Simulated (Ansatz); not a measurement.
MoSe:
```yaml
crystal:
  lattice:
    - [9.01676, 0.00000, 0.00000]
    - [-4.50838, 7.80875, 0.00000]
    - [0.00000, 0.00000, 4.41666]
  atoms:
    - { symbol: Mo, position: [0.17345, 0.00000, 0.25000] }
    - { symbol: Se, position: [0.33396, 0.33396, 0.25000] }
    - { symbol: Mo, position: [0.00000, 0.17345, 0.25000] }
    - { symbol: Se, position: [0.66604, 0.00000, 0.25000] }
    - { symbol: Mo, position: [0.82655, 0.82655, 0.25000] }
    - { symbol: Se, position: [0.00000, 0.66604, 0.25000] }
    - { symbol: Mo, position: [0.17345, 0.17345, 0.75000] }
    - { symbol: Se, position: [0.00000, 0.33396, 0.75000] }
    - { symbol: Mo, position: [0.82655, 0.00000, 0.75000] }
    - { symbol: Se, position: [0.66604, 0.66604, 0.75000] }
    - { symbol: Mo, position: [0.00000, 0.82655, 0.75000] }
    - { symbol: Se, position: [0.33396, 0.00000, 0.75000] }
```

Relaxed with r²SCAN+D4. Special points in fractions of this cell's reciprocal vectors: Γ (0.000, 0.000, 0.000); M (0.500, 0.000, 0.000); K (0.333, 0.333, 0.000); A (0.000, 0.000, 0.500); L (0.500, 0.000, 0.500); H (0.333, 0.333, 0.500).

Problem. List the band energies nearest the Fermi level at these points for the program Ansatz at the r²SCAN+D4 with spin–orbit coupling level (PAW).

Solution. In eV from the Fermi level; about four levels below and three above (degenerate sets whole), none deeper than 8.9 eV; points with the same levels are listed once.

| k | below | above |
|---|---|---|
| Γ | -0.08 -0.08 -0.05 -0.05 | 0.30 0.30 1.72 1.72 |
| M | -0.20 -0.20 -0.19 -0.19 | 0.14 0.14 0.40 0.40 |
| K | -0.47 -0.47 -0.38 -0.38 | 0.03 0.03 0.17 0.17 |
| A | -0.92 -0.92 -0.92 -0.92 | 1.02 1.02 1.02 1.02 |
| L | -0.85 -0.85 -0.85 -0.85 | 1.08 1.08 1.08 1.08 |
| H | -0.86 -0.86 -0.86 -0.86 | 1.09 1.09 1.09 1.09 |

Space group P6_3/mcm. The start of the workflow was typed in or built on a structure type; neither database checked (COD, Materials Project) lists it. Its standing as an ambient phase is unchecked. The r²SCAN+D4 relaxation kept the symmetry of its start; its stability against distortions is not shown here. The workflow began spin-polarised and lost its moments.

Potentials: the later of the program's two PAW sets.
